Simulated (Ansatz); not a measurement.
Li$_{3}$Au in space group Fm-3m (No. 225; Li on 8c, Li on 4b, Au on 4a), the program Ansatz at the PBE level (PAW), all energies at zero smearing, with the estimated change up to a 700 eV cutoff added, with one set of potentials and settings (totals compare only within such a set). Cell of 4 atoms (3 Li, 1 Au): -13765.030 eV.

```json
[
 {"element": "Li", "reference phase": "Fm-3m, 1 atoms in the cell", "E (eV/atom)": "-204.6902"},
 {"element": "Au", "reference phase": "Fm-3m, 1 atoms in the cell", "E (eV/atom)": "-13149.3277"}
]
```

Formation energy per atom, worked out: (-13765.030 − 3×(-204.6902) − 1×(-13149.3277))/4 = -0.408 eV/atom (-39 kJ per mol of atoms), at 0 K, without zero-point energy or fitted corrections.

The first step of the workflow began from a Materials Project structure, measured or hypothetical; the Crystallography Open Database files this formula in space group No. 225, but the cells were not matched. Its standing as an ambient phase is unchecked. Symmetry was held in the PBE relaxation; its stability against distortions is not shown here. The references are the lowest solids computed at this level, not always the standard phases. Spin–orbit coupling is left out wherever it is not named.

Potentials: the later of the program's two PAW sets.
